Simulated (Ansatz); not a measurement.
# GaIr5: rattling a relaxed structure

The cell was found from a proposed guess, not taken from experiment.

These are results of DFT PBE, scalar-relativistic, plane waves, PAW in Ansatz 0.2.0, not measurements. Cutoff 420 eV; k points 12×12×4 on the computed 6-atom cell (Γ-centred); Gaussian smearing, width 0.10 eV; no spin polarisation.

The cell below (6 atoms, space group P-3m1 (No. 164)) is relaxed within its symmetry.

```
Ga Ir
1.0
     2.76616    0.00000    0.00000
    -1.38308    2.39557    0.00000
     0.00000    0.00000   13.11226
Ga Ir
1 5
Cartesian
  0.0000 0.0000 0.0000
  0.0000 1.5970 2.1009
  1.3831 0.7985 4.3468
  1.3831 0.7985 11.0114
  0.0000 1.5970 8.7655
  0.0000 0.0000 6.5561
```

For the test a repeat of it with 12 atoms (edges 2.77, 4.79, 13.11 Å) was strained at random (σ = 1.5 % a component), the atoms were moved at random (σ = 0.10 Å), and all was relaxed again on a coarse 8×4×2 mesh (in the run’s order of axes) with 0.20 eV smearing, with no symmetry imposed.

These runs have no spin–orbit coupling, which can matter for Ir.

Question: What happens?

Answer: It returns, within 1 meV/atom of the unmoved cell on that mesh and with the same symmetry when read at 0.1 Å (C2/m at 0.01 Å, so small strains and shifts remain). So it is stable against the distortions that fit this cell and that this random move excites. Modes that don't fit the cell aren't tested.
